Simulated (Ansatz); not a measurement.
Data:

GaO2:
```yaml
crystal:
  lattice:
    - [0.00000, 3.71551, 4.57339]
    - [3.53236, 0.00000, 4.57339]
    - [3.53236, 3.71551, 0.00000]
  atoms:
    - { symbol: Ga, position: [0.04157, 0.45843, 0.04157] }
    - { symbol: Ga, position: [0.45843, 0.04157, 0.45843] }
    - { symbol: Ga, position: [0.20843, 0.79157, 0.20843] }
    - { symbol: Ga, position: [0.79157, 0.20843, 0.79157] }
    - { symbol: O, position: [0.38858, 0.38858, 0.11142] }
    - { symbol: O, position: [0.11142, 0.11142, 0.38858] }
    - { symbol: O, position: [0.86142, 0.86142, 0.13858] }
    - { symbol: O, position: [0.13858, 0.13858, 0.86142] }
    - { symbol: O, position: [0.12500, 0.62500, 0.62500] }
    - { symbol: O, position: [0.62500, 0.12500, 0.62500] }
    - { symbol: O, position: [0.62500, 0.62500, 0.62500] }
    - { symbol: O, position: [0.62500, 0.62500, 0.12500] }
```
The run is spin-polarised; directions of the spins, atom by atom: 0 0 0 0 0 0 0 0 ↑ ↑ ↑ ↑.

This is the r²SCAN-relaxed structure.

Problem. All from r²SCAN (plane waves, PAW; program Ansatz), unless another level is named. Give the electronic character.

Solution. no gap, with almost no states at the Fermi level (zero-gap or semimetallic).

Problem. Predict the formation energy from the elements (no fitted shifts).

Solution. -1.20 eV/atom.

Space group Fddd. The workflow started from a Materials Project entry (that database holds measured and hypothetical structures alike); the Crystallography Open Database copy checked does not list it. Its standing as an ambient phase is unchecked. The r²SCAN relaxation kept the symmetry of its start; its stability against distortions is not shown here. Magnetic state: ferromagnetic, chosen from 2 collinear starts compared on coarse meshes (ties went to the first, and starts can fall back to one state), not a proven ground state. Other orbital occupations within this spin state were not tried. No Hubbard U is applied. The references are the lowest solids computed at this level, not always the standard phases (solids in place of the gases). Scalar-relativistic: spin–orbit coupling is off unless named, which matters more the heavier the elements.

Potentials: the later of the program's two PAW sets.
